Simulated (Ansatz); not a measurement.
Input deck for Ansatz 0.2.0, then the block of the output on the nuclei.

The cell is a computed structure from the Materials Project (it need not be an observed phase), atoms as given.

```yaml
crystal:
  lattice:
    - [4.3460853832, 0.0, 0.0]
    - [-2.1730426916, 3.7638203488, 0.0]
    - [0.0, 0.0, 7.08983988]
  atoms:
    - { symbol: Cd, position: [0.6666666667, 0.3333333333, 0.49995336] }
    - { symbol: Cd, position: [0.3333333333, 0.6666666667, 0.99995336] }
    - { symbol: Se, position: [0.6666666667, 0.3333333333, 0.87590664] }
    - { symbol: Se, position: [0.3333333333, 0.6666666667, 0.37590664] }
kpoints:
  mp_grid: { grid: [7, 7, 4] }
scf:
  occupations: { method: fermi_dirac, width: 0.02 }
hamiltonian:
  xc: pbe
  pseudopotentials: { kind: paw }
output:
  forces: true
  stress: true
  populations: true
  efg: { contact_densities: true }
  write_density: true
  write_potential: true
  elf: true
  volumetric_format: npy
```

```sh
ansatz run input.yaml --threads 1 --pin off --max-ram 2560MiB --backend cpu --events-out ev --progress --plain --runs-dir out
```

Of the output, the block on the nuclei alone is shown; the set-up, the SCF iterations, energies, forces and stress are cut. One atom of each set with nearly equal values is shown.

```
--- PAW observables at the nuclei: V_zz in 10²¹ V/m², potentials from the cell's mean, atoms counted from 1 ---
  atom   1  Cd V_zz =    +0.236013   η = 0.0000   by run symmetry: allowed
            electrostatic potential = -7703.824169 V   contact ρ = 1035909.140691 e/Å³
  atom   3  Se V_zz =    +0.134292   η = 0.0000   by run symmetry: allowed
            electrostatic potential = -4709.481473 V   contact ρ = 262877.142632 e/Å³
```

Hardware: 1 thread of Intel Xeon 6975P-C (Granite Rapids) (x86_64; 44 cores open to the job, memory cap 2.5 GiB, no GPU), a shared host with a load of 0.8 a core. Wall time 13 s, CPU time 13 s, peak memory 0.48 GiB.

Without spin–orbit coupling (the program notes it for Cd) the gradients can shift somewhat, as the gap is small. With a gap of 0.6 eV on this mesh, small gradients can still move by 0.1 × 10²¹ V/m² or more as the k-mesh gets denser.
